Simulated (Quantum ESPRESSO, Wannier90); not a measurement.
**Wannierisation of CdS (wurtzite)**

Cell from Materials Project (mp-672), symmetrised, no further relaxation. COD (Crystallography Open Database) has the formula in 2 space groups, this one among them (matched by group alone). Method: PBEsol plane waves in Quantum ESPRESSO 7.5 (PseudoDojo norm-conserving files, 82 Ry, no spin polarisation, no spin-orbit coupling), Bloch states on a 6×6×4 mesh through Γ, Wannier90 4.0.1. Density: 12×12×6 mesh, Gaussian smearing 0.01 Ry.

On the energy scale of pw.x, whose zero is arbitrary, the valence-band maximum lies at 6.48 eV.

Input w.win:

```
num_bands = 30
num_wann = 16
exclude_bands = 1-8,11-20
num_iter = 800
conv_tol = 1.0e-6
conv_window = 4
dis_num_iter = 1000
dis_conv_tol = 1.0e-6
dis_froz_max = 11.01
write_hr = true
write_u_matrices = true
begin projections
Cd: s;p
S: s;p
end projections
begin unit_cell_cart
ang
    4.1688398509    0.0000000000    0.0000000000
   -2.0844199255    3.6103212152    0.0000000000
    0.0000000000    0.0000000000    6.7796200000
end unit_cell_cart
begin atoms_frac
Cd  -0.3333333333  0.3333333333 -0.4997800000
Cd   0.3333333333 -0.3333333333  0.0002200000
S   -0.3333333333  0.3333333333 -0.1232200000
S    0.3333333333 -0.3333333333  0.3767800000
end atoms_frac
mp_grid = 6 6 4
begin kpoints
0.0000000000 0.0000000000 0.0000000000
0.0000000000 0.0000000000 0.2500000000
0.0000000000 0.0000000000 0.5000000000
... (141 more lines: the 6x6x4 mesh through Gamma)
end kpoints
```

Input of pw2wannier90.x that gives the overlap and projection files (equivalent; here they were cut from one run over all bands):

```
&inputpp
  outdir = './out'
  prefix = 'pwscf'
  seedname = 'w'
  write_amn = .true.
  write_mmn = .true.
/
```

Output w.wout (banner and timings cut):

```
                                    ------
                                    SYSTEM
                                    ------

                              Lattice Vectors (Ang)
                    a_1     4.168840   0.000000   0.000000
                    a_2    -2.084420   3.610321   0.000000
                    a_3     0.000000   0.000000   6.779620

                   Unit Cell Volume:     102.03905  (Ang^3)

                        Reciprocal-Space Vectors (Ang^-1)
                    b_1     1.507178   0.870170  -0.000000
                    b_2     0.000000   1.740340   0.000000
                    b_3     0.000000  -0.000000   0.926775

 *----------------------------------------------------------------------------*
 |   Site       Fractional Coordinate          Cartesian Coordinate (Ang)     |
 +----------------------------------------------------------------------------+
 | cd   1  -0.33333   0.33333  -0.49978   |   -2.08442   1.20344  -3.38832    |
 | cd   2   0.33333  -0.33333   0.00022   |    2.08442  -1.20344   0.00149    |
 | s    1  -0.33333   0.33333  -0.12322   |   -2.08442   1.20344  -0.83538    |
 | s    2   0.33333  -0.33333   0.37678   |    2.08442  -1.20344   2.55443    |
 *----------------------------------------------------------------------------*
                                ------------
                                K-POINT GRID
                                ------------

             Grid size =  6 x  6 x  4      Total points =  144

 *---------------------------------- MAIN ------------------------------------*
 |  Number of Wannier Functions               :                16             |
 |  Number of Objective Wannier Functions     :                16             |
 |  Number of input Bloch states              :                30             |
 |  Output verbosity (1=low, 5=high)          :                 1             |
 |  Timing Level (1=low, 5=high)              :                 1             |
 |  Optimisation (0=memory, 3=speed)          :                 3             |
 |  Length Unit                               :               Ang             |
 |  Post-processing setup (write *.nnkp)      :                 F             |
 |  Using Gamma-only branch of algorithms     :                 F             |
 *----------------------------------------------------------------------------*
 *------------------------------- WANNIERISE ---------------------------------*
 |  Total number of iterations                :               800             |
 |  Number of CG steps before reset           :                 5             |
 |  Trial step length for line search         :             2.000             |
 |  Convergence tolerence                     :         0.100E-05             |
 |  Convergence window                        :                 4             |
 |  Iterations between writing output         :                 1             |
 |  Iterations between backing up to disk     :               100             |
 |  Write r^2_nm to file                      :                 F             |
 |  Write xyz WF centres to file              :                 F             |
 |  Write on-site energies <0n|H|0n> to file  :                 F             |
 |  Use guiding centre to control phases      :                 F             |
 |  Use phases for initial projections        :                 F             |
 *----------------------------------------------------------------------------*
 *------------------------------- DISENTANGLE --------------------------------*
 |  Using band disentanglement                :                 T             |
 |  Total number of iterations                :              1000             |
 |  Mixing ratio                              :             0.500             |
 |  Convergence tolerence                     :         1.000E-06             |
 |  Convergence window                        :                 3             |
 *----------------------------------------------------------------------------*
 *-------------------------------- PLOTTING ----------------------------------*
 |  Plotting Hamiltonian in WF basis          :                 T             |
 *----------------------------------------------------------------------------*

       ... (k-mesh section left out)

 Starting a new Wannier90 calculation ...

 Reading overlaps from w.mmn

 Reading projections from w.amn

 *------------------------------- DISENTANGLE --------------------------------*
 +----------------------------------------------------------------------------+
 |                              Energy  Windows                               |
 |                              ---------------                               |
 |                   Outer:   -5.73040  to   25.56823  (eV)                   |
 |                   Inner:   -5.73040  to   11.01000  (eV)                   |
 +----------------------------------------------------------------------------+
   Number of target bands to extract:   16

                   Unitarised projection of Wannier functions
                   ------------------------------------------
   A_mn = <psi_m|g_n> --> S = A.A^+ --> U = S^-1/2.A
   In dis_project... done
   Using an inner window (linner = T)
   In dis_proj_froz... done

                   Extraction of optimally-connected subspace
                   ------------------------------------------
 +---------------------------------------------------------------------+<-- DIS
 |  Iter     Omega_I(i-1)      Omega_I(i)      Delta (frac.)           |<-- DIS
 +---------------------------------------------------------------------+<-- DIS
       1      32.76205735      29.96287703       9.342E-02    <-- DIS
       2      30.66777118      29.21020041       4.990E-02    <-- DIS
       3      29.74141362      28.69795443       3.636E-02    <-- DIS
       4      29.06493230      28.32496584       2.612E-02    <-- DIS
       5      28.57111718      28.04589234       1.873E-02    <-- DIS
       6      28.20766503      27.83320059       1.345E-02    <-- DIS
       ... (lines left out)
     101      26.96982142      26.96992765      -3.939E-06    <-- DIS
       ... (lines left out)
     150      26.96969869      26.96972527      -9.855E-07    <-- DIS
     151      26.96969828      26.96972421      -9.617E-07    <-- DIS
     152      26.96969789      26.96972321      -9.386E-07    <-- DIS

             <<<      Delta < 1.000E-06  over  3 iterations     >>>
             <<< Disentanglement convergence criteria satisfied >>>

        Final Omega_I    26.96972321 (Ang^2)

 +----------------------------------------------------------------------------+

 Writing checkpoint file w.chk... done

 *------------------------------- WANNIERISE ---------------------------------*
 +--------------------------------------------------------------------+<-- CONV
 | Iter  Delta Spread     RMS Gradient      Spread (Ang^2)            |<-- CONV
 +--------------------------------------------------------------------+<-- CONV

 ------------------------------------------------------------------------------
 Initial State
  WF centre and spread    1  ( -2.084415,  1.203437, -3.398308 )     3.13204884
  WF centre and spread    2  ( -2.084427,  1.203442, -3.607634 )     3.29526825
  WF centre and spread    3  ( -2.084603,  1.037433, -3.307475 )     3.36189521
  WF centre and spread    4  ( -2.084556,  1.373761, -3.307413 )     3.36199601
  WF centre and spread    5  (  2.084415, -1.203437, -0.008498 )     3.13204865
  WF centre and spread    6  (  2.084427, -1.203442, -0.217824 )     3.29526803
  WF centre and spread    7  (  2.084603, -1.037433,  0.082334 )     3.36189491
  WF centre and spread    8  (  2.084556, -1.373762,  0.082398 )     3.36199448
  WF centre and spread    9  ( -2.084401,  1.203430, -0.832898 )     1.28563643
  WF centre and spread   10  ( -2.084414,  1.203439, -0.747335 )     1.69640782
  WF centre and spread   11  ( -2.084392,  1.148316, -0.867001 )     1.67946983
  WF centre and spread   12  ( -2.084395,  1.259183, -0.866995 )     1.67948964
  WF centre and spread   13  (  2.084401, -1.203430,  2.556912 )     1.28563622
  WF centre and spread   14  (  2.084414, -1.203439,  2.642475 )     1.69640790
  WF centre and spread   15  (  2.084392, -1.148316,  2.522809 )     1.67946987
  WF centre and spread   16  (  2.084395, -1.259183,  2.522815 )     1.67948949
  Sum of centres and spreads (  0.000000, -0.000000, -6.751637 )    38.98442159

      0     0.390E+02     0.0000000000       38.9844215515  <-- CONV
        O_D=      0.0659173 O_OD=     11.9487811 O_TOT=     38.9844216 <-- SPRD
 ------------------------------------------------------------------------------
      1    -0.395E+00     0.4453989066       38.5892357565  <-- CONV
        O_D=      0.0786270 O_OD=     11.5408856 O_TOT=     38.5892358 <-- SPRD
      2    -0.341E+00     0.6305006581       38.2480252104  <-- CONV
        O_D=      0.0795166 O_OD=     11.1987854 O_TOT=     38.2480252 <-- SPRD
      3    -0.166E+00     0.4908070202       38.0824223038  <-- CONV
        O_D=      0.0743416 O_OD=     11.0383575 O_TOT=     38.0824223 <-- SPRD
      4    -0.854E-01     0.3327352758       37.9969868207  <-- CONV
        O_D=      0.0733275 O_OD=     10.9539361 O_TOT=     37.9969868 <-- SPRD
      5    -0.756E-01     0.2873376077       37.9213754795  <-- CONV
        O_D=      0.0720856 O_OD=     10.8795666 O_TOT=     37.9213755 <-- SPRD
       ... (lines left out)
    100    -0.332E-02     0.0639712063       31.2052349329  <-- CONV
        O_D=      0.0341990 O_OD=      4.2013127 O_TOT=     31.2052349 <-- SPRD
       ... (lines left out)
    200    -0.975E-04     0.0094470308       31.1759267206  <-- CONV
        O_D=      0.0334670 O_OD=      4.1727365 O_TOT=     31.1759267 <-- SPRD
       ... (lines left out)
    300    -0.389E-02     0.0637597491       30.9179271959  <-- CONV
        O_D=      0.0338959 O_OD=      3.9143081 O_TOT=     30.9179272 <-- SPRD
       ... (lines left out)
    400    -0.803E-04     0.0094679371       30.8118828794  <-- CONV
        O_D=      0.0341811 O_OD=      3.8079786 O_TOT=     30.8118829 <-- SPRD
       ... (lines left out)
    500    -0.197E-05     0.0013771144       30.8097261566  <-- CONV
        O_D=      0.0341588 O_OD=      3.8058442 O_TOT=     30.8097262 <-- SPRD
       ... (lines left out)
    519    -0.914E-06     0.0009317191       30.8097021128  <-- CONV
        O_D=      0.0341639 O_OD=      3.8058150 O_TOT=     30.8097021 <-- SPRD
    520    -0.773E-06     0.0009305383       30.8097013403  <-- CONV
        O_D=      0.0341643 O_OD=      3.8058138 O_TOT=     30.8097013 <-- SPRD
    521    -0.746E-06     0.0011323168       30.8097005946  <-- CONV
        O_D=      0.0341639 O_OD=      3.8058135 O_TOT=     30.8097006 <-- SPRD
             <<<     Delta < 1.000E-06  over  4 iterations     >>>
             <<< Wannierisation convergence criteria satisfied >>>
 Final State
  WF centre and spread    1  ( -1.346003,  0.777085, -3.107082 )     2.46432132
  WF centre and spread    2  ( -2.084429,  1.203445, -4.297348 )     2.43087666
  WF centre and spread    3  ( -2.823048,  0.777066, -3.106939 )     2.46411515
  WF centre and spread    4  ( -2.084514,  2.056240, -3.106979 )     2.46418010
  WF centre and spread    5  (  1.346004, -0.777085,  0.282728 )     2.46432166
  WF centre and spread    6  (  2.084429, -1.203445, -0.907538 )     2.43087639
  WF centre and spread    7  (  2.823048, -0.777067,  0.282871 )     2.46411409
  WF centre and spread    8  (  2.084513, -2.056240,  0.282831 )     2.46417911
  WF centre and spread    9  ( -2.459203,  0.985687, -0.980595 )     1.39238537
  WF centre and spread   10  ( -2.085276,  1.203419, -0.371078 )     1.40421924
  WF centre and spread   11  ( -1.707966,  0.987462, -0.979160 )     1.39236634
  WF centre and spread   12  ( -2.085129,  1.637171, -0.979857 )     1.39238721
  WF centre and spread   13  (  2.459203, -0.985686,  2.409214 )     1.39238538
  WF centre and spread   14  (  2.085277, -1.203419,  3.018732 )     1.40421917
  WF centre and spread   15  (  1.707965, -0.987463,  2.410651 )     1.39236628
  WF centre and spread   16  (  2.085130, -1.637172,  2.409953 )     1.39238717
  Sum of centres and spreads (  0.000000, -0.000000, -6.739597 )    30.80970063

         Spreads (Ang^2)       Omega I      =    26.969723206
        ================       Omega D      =     0.034163888
                               Omega OD     =     3.805813500
    Final Spread (Ang^2)       Omega Total  =    30.809700595
```
